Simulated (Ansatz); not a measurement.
Space group Pm-3n (No. 223). a = 5.270 Å, b = 5.270 Å, c = 5.270 Å, α = 90.00°, β = 90.00°, γ = 90.00°
| atom | site | symmetry | x | y | z |
| --- | --- | --- | --- | --- | --- |
| Ta | 6c | -4m.2 | 0.2500 | 0.0000 | 0.5000 |
| Sb | 2a | m-3. | 0.0000 | 0.0000 | 0.0000 |

Equation of state of this Ta3Sb structure (not necessarily the ground state), with shape and atoms relaxed at each volume where symmetry leaves them free. It has no gap at any of these volumes. Method: DFT r2SCAN, scalar-relativistic, plane waves, PAW in Ansatz.

Cutoff 500 eV; k points 8×8×8 on the computed 8-atom cell (Γ-centred); Gaussian smearing, width 0.10 eV; no spin polarisation.

| V (Å³/atom) | E − E(largest V) (meV/atom) | P (GPa) |
| --- | --- | --- |
| 16.098 | 107.59 | 33.29 |
| 16.647 | 11.89 | 22.90 |
| 17.196 | -50.92 | 14.03 |
| 17.744 | -85.67 | 6.46 |
| 18.293 | -96.42 | -0.01 |
| 18.842 | -86.64 | -5.54 |
| 19.391 | -59.33 | -10.27 |
| 20.123 | 0.00 | -15.51 |

**Question.** Fit a third-order Birch–Murnaghan equation to E(V).

**Answer.** V0 = 18.29 Å³/atom, B0 = 199 GPa, B0' = 4.2.

Spin-orbit coupling is left out, which matters for the bands of heavy elements.

Cost: 8 runs of about 6.6 core-minutes in all, on Oxide Virtual Turin-like Processor (Zen 5) (shared hosts).